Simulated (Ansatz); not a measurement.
Run on bcc W (111), 5 layers: DFT, PBEsol, all-electron LAPW, scalar-relativistic (Ansatz 0.2.0).

The slab is cut from a bulk crystal relaxed on PAW files (its atoms may have been relaxed since).

Command: `ansatz run input.yaml --threads 2 --pin off --max-ram 4096MiB --backend cpu --events-out ev --progress --plain --runs-dir out` It took 5.6 min on 2 threads of Arm Neoverse V2 (shared host), peak memory 1.4 GiB.

```yaml
crystal:
  lattice:
    - [4.4602931094, 0.0, 0.0]
    - [-2.2301465547, 3.8627271411, 0.0]
    - [0.0, 0.0, 19.6418]
  atoms:
    - { symbol: W, position: [0.833333333, 0.166666667, 0.407294289] }
    - { symbol: W, position: [0.166666667, 0.833333333, 0.4536471443] }
    - { symbol: W, position: [0.5, 0.5, 0.5] }
    - { symbol: W, position: [0.833333333, 0.166666667, 0.5463528557] }
    - { symbol: W, position: [0.166666667, 0.833333333, 0.592705711] }
kpoints:
  mp_grid: { grid: [11, 11, 1] }
scf:
  occupations: { method: fermi_dirac, width: 0.1 }
hamiltonian:
  xc: pbesol
  pseudopotentials: { kind: all_electron, lapw: { basis_error: 0.001 } }
output:
  forces: true
  stress: true
  eigenvalues: true
  populations: true
  dos: { projected: true, de: 0.2, e_range: [-14, 8] }
efield:
  axis: 3
  amplitude: 0
  dipole_correction: true
```

Output:

```
W: projections on atomic orbitals take those of the free atom 1s2 2s2 2p6 3s2 3p6 3d10 4s2 4p6 4d10 4f14 5s2 5p6 5d4 6s2, of charge +0.00 (hamiltonian.pseudopotentials.projection_atoms)
LAPW: plane waves up to 8.705 Å⁻¹, error target 1.0e-3 eV per atom; small_component_spin mean_spin; W in spheres of 1.366 Å, 44 of its electrons in bands, Dirac shells [] (how accurate: hamiltonian.pseudopotentials.lapw.basis_error, Limitations)
Engine: ansatz 0.2.0
Pseudopotentials: kind: all_electron
Pseudopotential: W, LAPW, valence charge 44, lapw/all_electron/scalar/gaussian/W, Koelling and Harmon's equation, gaussian nucleus
Functional definition: PBEsol
  exchange = pbesol_x
  correlation = pbesol_c
Crystal: 5 atoms, lattice volume = 338.407 Å³
Basis set: ecut = 288.7025812163883 eV, 3799 PW (Γ), exchange–correlation at level 2
Bands: 132, of which v1, the nominal top of the filled ones, is band 110 counted from 1 (109 counted from 0)
Symmetry: 6 space group operations
k-points: 16 of 121 (time reversal used)
Non-local potential: W, projectors of the file, none
Initial density: superposition of atomic densities (neutral atoms: chi_scale 0, normalization atom)
Initial wavefunctions: plane waves of lowest kinetic energy (no species holds an atomic orbital)
Functional: x = pbesol(κ = 0.804, μ = 0.12345679012345678), c = pbesol(β = 0.046)
iter 1 solved again at ethr=1.05e-2 eV; its pass at ethr=1.00e-1 eV (dr2=2.31e1 eV) is discarded
SCF iter   1: F=—  HF=-2195364.790913 eV  |F-HF|=—  |Δ(HF+E_count)|=         —  Δρ=3.40e-2  dr2=2.31e1  ethr=1.05e-2  p=-0.000 e·Å  D=-7.08e-14 V/Å  ΔV_dip=0.00 eV  dr2_dipole=4.50e-26  V_vac-E_F(+/−)=6.37/6.37 eV  ⟨swp⟩=2.1  Hψ=12338  notcnv=0
efield: sawtooth ramp at fractional position 0.9500 (placed from the atoms, in the widest stretch of the axis that holds none; the zero of the levels goes with the place), width 0.1000; the density the first Hamiltonian is built on has a dipole p = 0.000 e·Å; the dipole correction subtracts the counter field D = 3.95e-14 V/Å, which shifts the + side's vacuum level by -0.00 eV against the − side's; the planar-averaged density in the ramp window peaks in size at 3.4e-7 e/Å³
preconditioner: auto → LDOS  [metal: Δε(μ)=0.029 eV  Ē_g=28.537 eV  σ=0.100 eV  W_gap=0.07  n_scr=92 (ndim 8)  ℏωp=23.0 eV  f_vac=0.680  D(μ)=5.73/eV (n_scr^D=40)  β→1.0]
SCF iter   2: F=—  HF=-2195363.569990 eV  |F-HF|=—  |Δ(HF+E_count)|=    1.22e0  Δρ=3.69e-2  dr2=2.08e1  ethr=1.05e-2  p=0.000 e·Å  D=9.13e-7 V/Å  ΔV_dip=-0.00 eV  dr2_dipole=8.14e-10  V_vac-E_F(+/−)=3.75/3.75 eV  ⟨swp⟩=3.0  Hψ=6438  notcnv=0
iter 3 solved again at ethr=4.49e-4 eV; its pass at ethr=9.44e-3 eV (dr2=9.87e-1 eV) is discarded
SCF iter   3: F=—  HF=-2195360.752407 eV  |F-HF|=—  |Δ(HF+E_count)|=    2.82e0  Δρ=7.21e-3  dr2=9.88e-1  ethr=4.49e-4  p=0.000 e·Å  D=3.03e-7 V/Å  ΔV_dip=-0.00 eV  dr2_dipole=1.93e-11  V_vac-E_F(+/−)=4.79/4.79 eV  ⟨swp⟩=2.0  Hψ=10331  notcnv=0
SCF iter   4: F=—  HF=-2195360.642666 eV  |F-HF|=—  |Δ(HF+E_count)|=         —  Δρ=1.97e-3  dr2=5.80e-2  ethr=4.49e-4  p=0.000 e·Å  D=1.31e-7 V/Å  ΔV_dip=-0.00 eV  dr2_dipole=1.02e-12  V_vac-E_F(+/−)=4.32/4.32 eV  ⟨swp⟩=2.6  Hψ=6505  notcnv=0
the basis was enlarged: its passes take 2.6 MiB over the memory plan, 2 of 2 planned eigensolver slots
SCF iter   5: F=—  HF=-2195360.637641 eV  |F-HF|=—  |Δ(HF+E_count)|=   5.02e-3  Δρ=1.04e-3  dr2=6.95e-3  ethr=2.64e-5  p=0.000 e·Å  D=6.85e-8 V/Å  ΔV_dip=-0.00 eV  dr2_dipole=1.75e-13  V_vac-E_F(+/−)=4.12/4.12 eV  ⟨swp⟩=3.0  Hψ=6510  notcnv=0
[... lines left out ...]
  Σ components = -2195360.634085   (vs F -2195360.634085, Δ=0.00e0)
  Basis errors (estimates in eV, not in F): energy 3.9e-4 per atom: plane waves 3.5e-4 (2.0e-4 summed), levels above the bands 4.6e-33, relativity 6.7e-8, radial functions 3.8e-5, core shells 2.8e-8; eigenvalues (radial functions only) 4.3e-7; not estimated: angular momenta, meshes, grids; target (lapw.basis_error) 1.0e-3; muffin-tin radii W 1.366 Å
--- Forces (eV/Å), atoms counted from 1 ---
  atom   1  W      0.00000000     0.00000000     3.28961318
  atom   2  W     -0.00000000    -0.00000000     0.97523226
  atom   3  W     -0.00000000    -0.00000000     0.00000000
  atom   4  W      0.00000000     0.00000000    -0.97523225
  atom   5  W     -0.00000000    -0.00000000    -3.28961320
  max |Σ_I F_I| component: 4.83e-9 eV/Å
--- Stress (GPa, compression-positive) ---
       -6.375746      -0.000000      -0.000000
       -0.000000      -6.375746      -0.000000
       -0.000000      -0.000000      -6.511348
  P = ⅓ Tr σ = -6.4209 GPa (-64.209 kbar)
--- Band table (eV; the first three rows and the last of 16) ---
  k-point 0: bands = ["-414.1674", "-414.1492", "-414.1492", "-414.0536", "-414.0536", "-413.9371", "-413.9371", "-413.9371", "-413.9371", "-413.6728", "-413.6728", "-413.6487", "-413.6487", "-413.6487", "-413.6487", "-229.4635", "-229.4607", "-229.4607", "-229.4116", "-229.4116", "-229.3051", "-229.3051", "-229.3051", "-229.3051", "-229.2988", "-229.2988", "-229.1947", "-229.1947", "-229.1947", "-229.1947", "-228.9687", "-228.9687", "-228.9687", "-228.9687", "-228.9487", "-228.9487", "-228.9145", "-228.9145", "-228.9145", "-228.9145", "-70.4867", "-70.2872", "-70.2800", "-69.9963", "-69.9925", "-34.9087", "-34.9087", "-34.8452", "-34.8317", "-34.6415", "-34.6187", "-34.6187", "-34.4862", "-34.4862", "-34.2416", "-34.1426", "-34.0583", "-34.0583", "-33.8952", "-33.8952", "-24.8348", "-24.8074", "-24.8074", "-24.7879", "-24.7775", "-24.7775", "-24.7681", "-24.6638", "-24.6634", "-24.6581", "-24.6581", "-24.6580", "-24.6580", "-24.6268", "-24.6268", "-24.6268", "-24.6268", "-24.5105", "-24.5105", "-24.5093", "-24.5093", "-24.3319", "-24.3291", "-24.3203", "-24.3203", "-24.3181", "-24.3181", "-24.2971", "-24.2971", "-24.2958", "-24.2958", "-24.2791", "-24.2768", "-24.2604", "-24.2568", "-4.1210", "-0.7890", "-0.7530", "-0.7530", "1.0252", "1.0252", "1.2097", "1.2286", "1.5190", "1.5190", "2.2900", "2.2900", "2.5848", "2.5848", "2.6059", "3.8484", "5.0548", "5.0829", "5.0829", "5.4481", "5.4481", "5.8997", "6.1334", "6.1334", "6.9186", "6.9186", "7.6973", "7.7313", "7.9180", "7.9180", "9.0756", "9.6249", "11.3198", "11.5333", "12.2144", "12.4771", "12.4771"]
  k-point 1: bands = ["-414.1674", "-414.1492", "-414.1492", "-414.0536", "-414.0536", "-413.9371", "-413.9371", "-413.9371", "-413.9371", "-413.6728", "-413.6728", "-413.6487", "-413.6487", "-413.6487", "-413.6487", "-229.4635", "-229.4607", "-229.4607", "-229.4116", "-229.4116", "-229.3051", "-229.3051", "-229.3051", "-229.3051", "-229.2988", "-229.2988", "-229.1947", "-229.1947", "-229.1947", "-229.1947", "-228.9687", "-228.9687", "-228.9687", "-228.9687", "-228.9487", "-228.9487", "-228.9145", "-228.9145", "-228.9145", "-228.9145", "-70.4859", "-70.2868", "-70.2797", "-69.9969", "-69.9935", "-34.9275", "-34.9226", "-34.8487", "-34.8349", "-34.6518", "-34.6054", "-34.5867", "-34.4849", "-34.4838", "-34.2288", "-34.1510", "-34.0538", "-34.0473", "-33.9145", "-33.8947", "-24.8348", "-24.8074", "-24.8074", "-24.7879", "-24.7775", "-24.7775", "-24.7679", "-24.6637", "-24.6633", "-24.6581", "-24.6581", "-24.6580", "-24.6580", "-24.6269", "-24.6268", "-24.6268", "-24.6268", "-24.5105", "-24.5104", "-24.5093", "-24.5092", "-24.3319", "-24.3292", "-24.3203", "-24.3201", "-24.3182", "-24.3182", "-24.2972", "-24.2971", "-24.2959", "-24.2958", "-24.2792", "-24.2769", "-24.2603", "-24.2570", "-4.0041", "-0.7904", "-0.7350", "-0.6820", "0.7330", "0.9751", "1.1851", "1.2525", "1.5913", "1.5955", "2.2776", "2.3130", "2.6699", "2.6854", "2.7701", "3.8965", "4.9035", "5.0204", "5.0915", "5.4526", "5.4630", "5.9058", "5.9882", "6.1351", "6.8738", "6.9174", "7.5511", "7.7747", "7.8178", "7.8293", "9.1522", "9.6679", "11.4258", "11.5071", "11.6077", "12.2656", "12.3848"]
  k-point 2: bands = ["-414.1674", "-414.1492", "-414.1492", "-414.0536", "-414.0536", "-413.9371", "-413.9371", "-413.9371", "-413.9371", "-413.6728", "-413.6728", "-413.6487", "-413.6487", "-413.6487", "-413.6487", "-229.4635", "-229.4607", "-229.4607", "-229.4116", "-229.4116", "-229.3051", "-229.3051", "-229.3051", "-229.3051", "-229.2988", "-229.2988", "-229.1947", "-229.1947", "-229.1947", "-229.1947", "-228.9687", "-228.9687", "-228.9687", "-228.9687", "-228.9487", "-228.9487", "-228.9145", "-228.9145", "-228.9145", "-228.9145", "-70.4840", "-70.2856", "-70.2789", "-69.9985", "-69.9961", "-34.9700", "-34.9609", "-34.8552", "-34.8258", "-34.6698", "-34.5824", "-34.5265", "-34.4786", "-34.4765", "-34.2057", "-34.1505", "-34.0414", "-34.0359", "-33.9623", "-33.8939", "-24.8349", "-24.8074", "-24.8074", "-24.7878", "-24.7777", "-24.7776", "-24.7677", "-24.6637", "-24.6633", "-24.6581", "-24.6580", "-24.6580", "-24.6580", "-24.6270", "-24.6269", "-24.6269", "-24.6268", "-24.5103", "-24.5103", "-24.5092", "-24.5092", "-24.3318", "-24.3295", "-24.3203", "-24.3197", "-24.3183", "-24.3183", "-24.2973", "-24.2971", "-24.2960", "-24.2959", "-24.2793", "-24.2771", "-24.2600", "-24.2576", "-3.6652", "-0.7888", "-0.7020", "-0.4737", "0.3425", "0.8974", "0.9891", "1.3197", "1.5953", "1.7207", "2.2746", "2.3665", "2.8826", "2.9195", "3.1709", "4.0393", "4.5590", "4.8663", "5.0984", "5.3644", "5.4030", "5.7286", "5.9133", "6.1620", "6.7081", "6.7830", "7.1606", "7.5581", "7.9963", "8.0197", "9.3677", "9.7656", "10.0087", "11.0591", "11.4141", "11.7996", "12.1271"]
  k-point 15: bands = ["-414.1674", "-414.1492", "-414.1492", "-414.0536", "-414.0536", "-413.9371", "-413.9371", "-413.9371", "-413.9371", "-413.6728", "-413.6728", "-413.6487", "-413.6487", "-413.6487", "-413.6487", "-229.4635", "-229.4607", "-229.4607", "-229.4116", "-229.4116", "-229.3051", "-229.3051", "-229.3051", "-229.3051", "-229.2988", "-229.2988", "-229.1947", "-229.1947", "-229.1947", "-229.1947", "-228.9687", "-228.9687", "-228.9687", "-228.9687", "-228.9487", "-228.9487", "-228.9145", "-228.9145", "-228.9145", "-228.9145", "-70.4766", "-70.2783", "-70.2773", "-70.0060", "-70.0055", "-35.0609", "-35.0564", "-34.8355", "-34.7598", "-34.6901", "-34.6619", "-34.4555", "-34.4551", "-34.4404", "-34.1450", "-34.0992", "-34.0428", "-34.0151", "-33.9749", "-33.9382", "-24.8350", "-24.8075", "-24.8075", "-24.7877", "-24.7780", "-24.7780", "-24.7665", "-24.6633", "-24.6632", "-24.6581", "-24.6579", "-24.6579", "-24.6579", "-24.6273", "-24.6273", "-24.6270", "-24.6270", "-24.5100", "-24.5100", "-24.5088", "-24.5088", "-24.3312", "-24.3310", "-24.3211", "-24.3186", "-24.3185", "-24.3181", "-24.2974", "-24.2969", "-24.2969", "-24.2961", "-24.2790", "-24.2786", "-24.2594", "-24.2591", "-1.3186", "-1.2320", "-1.0152", "-0.1246", "0.1568", "0.4749", "1.4032", "1.5880", "1.7453", "2.3580", "2.3597", "2.6618", "2.7016", "2.8872", "3.3574", "3.8121", "4.0902", "4.1128", "4.7282", "4.8666", "5.1933", "5.2515", "5.7581", "6.0568", "6.3716", "6.5457", "7.0887", "7.2472", "8.4085", "8.5944", "8.8040", "9.2341", "9.5785", "10.3572", "10.3865", "10.6023", "10.7288"]
--- Löwdin populations: 5 sites ---
  site symbol       q [e]
     0      W     73.8853
     1      W     73.8790
     2      W     73.8197
     3      W     73.8790
     4      W     73.8853
  spilling = 0.001761 (of n_electrons = 370.000000)
```

populations.tsv:

```
# site	symbol	l	j	q
# orbitals = lowdin
# n_electrons = 370.000000
# spilling = 0.001761
# projection_atom_W: 1s2 2s2 2p6 3s2 3p6 3d10 4s2 4p6 4d10 4f14 5s2 5p6 5d4 6s2
0	W	0_1S	-	2.000000
0	W	0_2S	-	1.999991
0	W	0_3S	-	1.999889
0	W	0_4S	-	1.998851
0	W	0_5S	-	1.981864
0	W	0_6S	-	1.029914
0	W	1_2P	-	6.000000
0	W	1_3P	-	5.999998
0	W	1_4P	-	5.999894
0	W	1_5P	-	5.983486
0	W	2_3D	-	10.000000
0	W	2_4D	-	9.999978
0	W	2_5D	-	4.891796
0	W	3_4F	-	13.999642
1	W	0_1S	-	2.000000
1	W	0_2S	-	1.999984
1	W	0_3S	-	1.999800
1	W	0_4S	-	1.997934
1	W	0_5S	-	1.967774
1	W	0_6S	-	0.976068
1	W	1_2P	-	6.000000
1	W	1_3P	-	5.999998
1	W	1_4P	-	5.999916
1	W	1_5P	-	5.988493
1	W	2_3D	-	9.999999
1	W	2_4D	-	9.999963
1	W	2_5D	-	4.949595
1	W	3_4F	-	13.999487
2	W	0_1S	-	2.000000
2	W	0_2S	-	1.999984
2	W	0_3S	-	1.999802
2	W	0_4S	-	1.997948
2	W	0_5S	-	1.967694
2	W	0_6S	-	0.932464
2	W	1_2P	-	6.000000
2	W	1_3P	-	5.999998
2	W	1_4P	-	5.999918
2	W	1_5P	-	5.988560
2	W	2_3D	-	9.999999
2	W	2_4D	-	9.999963
2	W	2_5D	-	4.933795
2	W	3_4F	-	13.999607
3	W	0_1S	-	2.000000
3	W	0_2S	-	1.999984
3	W	0_3S	-	1.999800
3	W	0_4S	-	1.997934
3	W	0_5S	-	1.967774
3	W	0_6S	-	0.976068
3	W	1_2P	-	6.000000
3	W	1_3P	-	5.999998
3	W	1_4P	-	5.999916
3	W	1_5P	-	5.988493
3	W	2_3D	-	9.999999
3	W	2_4D	-	9.999963
3	W	2_5D	-	4.949595
3	W	3_4F	-	13.999487
4	W	0_1S	-	2.000000
4	W	0_2S	-	1.999991
4	W	0_3S	-	1.999889
4	W	0_4S	-	1.998851
4	W	0_5S	-	1.981864
4	W	0_6S	-	1.029914
4	W	1_2P	-	6.000000
4	W	1_3P	-	5.999998
4	W	1_4P	-	5.999894
4	W	1_5P	-	5.983486
4	W	2_3D	-	10.000000
4	W	2_4D	-	9.999978
4	W	2_5D	-	4.891796
4	W	3_4F	-	13.999642
```

Next run (no relativity), as changes to the input before:

```diff
   atoms:
-    - { symbol: W, position: [0.833333333, 0.166666667, 0.407294289] }
-    - { symbol: W, position: [0.166666667, 0.833333333, 0.4536471443] }
-    - { symbol: W, position: [0.5, 0.5, 0.5] }
-    - { symbol: W, position: [0.833333333, 0.166666667, 0.5463528557] }
-    - { symbol: W, position: [0.166666667, 0.833333333, 0.592705711] }
+    - { symbol: W, position: [0.8333333333, 0.1666666667, 0.4201524981] }
+    - { symbol: W, position: [0.1666666667, 0.8333333333, 0.4564785035] }
+    - { symbol: W, position: [0.5, 0.5, 0.5000000003] }
+    - { symbol: W, position: [0.8333333333, 0.1666666667, 0.5435214968] }
+    - { symbol: W, position: [0.1666666667, 0.8333333333, 0.5798475014] }
 kpoints:
   xc: pbesol
-  pseudopotentials: { kind: all_electron, lapw: { basis_error: 0.001 } }
+  pseudopotentials:
+    kind: all_electron
+    lapw: { basis_error: 0.001 }
+    relativity: none
 output:
   eigenvalues: true
-  populations: true
-  dos: { projected: true, de: 0.2, e_range: [-14, 8] }
 efield:
```

Results part of the output:

```
SCF 1 converged in 10 iterations: F = -2079973.395314 eV  dr2 = 6.92e-8
SCF converged after 10 iterations
[... lines left out ...]
  k-point 2: bands = ["-468.4435", "-468.1388", "-468.1388", "-468.1003", "-468.1003", "-384.4720", "-384.4720", "-384.4229", "-384.2274", "-384.2274", "-384.1296", "-384.1296", "-384.1118", "-384.1118", "-384.1118", "-384.1118", "-384.1038", "-384.1038", "-384.1038", "-384.1038", "-231.3876", "-231.3876", "-231.3405", "-231.3267", "-231.3267", "-231.0926", "-231.0926", "-231.0926", "-231.0926", "-231.0791", "-231.0791", "-231.0388", "-231.0388", "-231.0388", "-231.0388", "-231.0063", "-231.0063", "-230.9849", "-230.9849", "-230.9849", "-230.9849", "-230.9847", "-230.9847", "-230.9847", "-230.9847", "-55.0626", "-54.7696", "-54.6420", "-54.6205", "-54.3743", "-31.7569", "-31.7406", "-31.7018", "-31.7016", "-31.6911", "-31.6764", "-31.6728", "-31.6487", "-31.5840", "-31.4858", "-31.4626", "-31.4478", "-31.4476", "-31.4330", "-31.4264", "-31.4169", "-31.4169", "-31.4008", "-31.3972", "-31.3907", "-31.3887", "-31.3840", "-31.3828", "-31.3795", "-31.3690", "-31.3644", "-31.3626", "-31.3613", "-31.3526", "-31.3497", "-31.3430", "-31.3352", "-31.3304", "-31.3180", "-31.3016", "-31.2995", "-31.2972", "-31.2710", "-31.2155", "-30.8992", "-30.8462", "-30.6331", "-30.6146", "-30.5383", "-30.0750", "-29.9868", "-29.9628", "-29.8838", "-29.8670", "-29.8547", "-1.1841", "-1.1131", "-1.0955", "0.3069", "0.4496", "0.6470", "1.1000", "1.3888", "1.5761", "1.6902", "1.9759", "2.1284", "2.9738", "3.0036", "3.4725", "4.2793", "4.7019", "4.7693", "5.0131", "5.0313", "5.8646", "6.0202", "6.2361", "6.4378", "6.5809", "6.7580", "7.2099", "7.6791", "8.1879", "8.2097", "9.6883", "10.2014", "11.3511", "11.6716", "12.3717", "12.4562", "12.8558", "13.2705"]
  k-point 15: bands = ["-468.4435", "-468.1388", "-468.1388", "-468.1003", "-468.1003", "-384.4720", "-384.4720", "-384.4229", "-384.2274", "-384.2274", "-384.1296", "-384.1296", "-384.1118", "-384.1118", "-384.1118", "-384.1118", "-384.1038", "-384.1038", "-384.1038", "-384.1038", "-231.3876", "-231.3876", "-231.3405", "-231.3267", "-231.3267", "-231.0926", "-231.0926", "-231.0926", "-231.0926", "-231.0791", "-231.0791", "-231.0388", "-231.0388", "-231.0388", "-231.0388", "-231.0063", "-231.0063", "-230.9849", "-230.9849", "-230.9849", "-230.9849", "-230.9847", "-230.9847", "-230.9847", "-230.9847", "-54.9013", "-54.8020", "-54.7652", "-54.5185", "-54.4904", "-31.7531", "-31.7494", "-31.7424", "-31.7331", "-31.6924", "-31.6904", "-31.6779", "-31.6576", "-31.6561", "-31.4700", "-31.4558", "-31.4525", "-31.4469", "-31.4336", "-31.4321", "-31.4156", "-31.4156", "-31.4139", "-31.4138", "-31.3871", "-31.3850", "-31.3820", "-31.3819", "-31.3799", "-31.3793", "-31.3644", "-31.3636", "-31.3625", "-31.3620", "-31.3416", "-31.3412", "-31.3378", "-31.3349", "-31.3058", "-31.3046", "-31.3036", "-31.3033", "-31.2212", "-31.0737", "-31.0509", "-30.9814", "-30.4160", "-30.3808", "-30.3581", "-30.2557", "-30.1822", "-29.9545", "-29.8713", "-29.8290", "-29.8211", "-0.9115", "-0.4910", "-0.2236", "-0.1620", "0.0716", "0.1446", "1.1589", "1.2583", "1.3654", "2.5336", "2.6112", "2.6463", "3.1406", "3.2320", "3.5142", "3.7698", "4.3739", "4.6860", "4.9316", "5.0048", "5.3893", "5.7582", "6.1399", "6.2711", "7.0969", "7.1734", "7.3323", "7.7832", "8.8696", "9.2751", "9.5120", "9.8450", "10.1627", "10.6320", "10.6323", "10.9167", "10.9592", "11.1868"]
```

The cell is 1×1, so reconstructions are forbidden, and in slabs of four or five layers the relaxations can be far larger than at a real surface.
